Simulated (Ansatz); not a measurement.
Relaxed-ion elastic tensor of Cd$_{2}$TeSe in space group P-4m2 (No. 115; Cd on 2g, Te on 1d, Se on 1b) in GPa (Voigt order), the program Ansatz at the PBEsol level (PAW); density 5.77 g/cm³, 31.05 Å³ per atom.

|  | 1 | 2 | 3 | 4 | 5 | 6 |
|---|---|---|---|---|---|---|
| 1 | 70.8 | 28.2 | 40.2 | 0.0 | 0.0 | 0.0 |
| 2 | 28.2 | 70.8 | 40.2 | 0.0 | 0.0 | 0.0 |
| 3 | 40.2 | 40.2 | 56.8 | 0.0 | 0.0 | 0.0 |
| 4 | 0.0 | 0.0 | 0.0 | 20.1 | 0.0 | 0.0 |
| 5 | 0.0 | 0.0 | 0.0 | 0.0 | 20.1 | 0.0 |
| 6 | 0.0 | 0.0 | 0.0 | 0.0 | 0.0 | 8.8 |

Question: Is the crystal mechanically stable?

Answer: Yes: the smallest eigenvalue of C is 8.8 GPa.

Question: Work out the Voigt, Reuss and Hill averages.

Answer: K_V = 46.2, K_R = 46.2, K_H = 46.2; G_V = 15.8, G_R = 13.3, G_H = 14.5 GPa.

Question: Give Young's modulus, Poisson's ratio, Pugh's ratio and the universal anisotropy index.

Answer: E = 9KG/(3K + G) = 39.5 GPa; ν = 0.36; K/G = 3.18 (ductile by the Pugh limit of 1.75); A_U = 5G_V/G_R + K_V/K_R − 6 = 0.94.

Question: Estimate the sound speeds and the Debye temperature.

Answer: v_l = √((K + 4G/3)/ρ) = 3370 m/s, v_t = √(G/ρ) = 1590 m/s, mean 1790 m/s; Θ = (h/k)(3n/4πV)^(1/3) v_m = 169 K.

Question: How much does each axis shrink under pressure?

Answer: Linear compressibilities β_i = Σ_j S_ij (j = 1 to 3): x 6.9, y 6.9, z 7.8 per TPa.

The first step of the workflow began from a Materials Project structure, measured or hypothetical; the Crystallography Open Database copy checked does not list it. Whether it is the stable phase at ambient conditions was not checked. The PBEsol relaxation kept the symmetry of its start; of distortions, only those at the zone centre were tested. Scalar-relativistic: spin–orbit coupling is off unless named, which matters more the heavier the elements.

Potentials: the later of the program's two PAW sets.
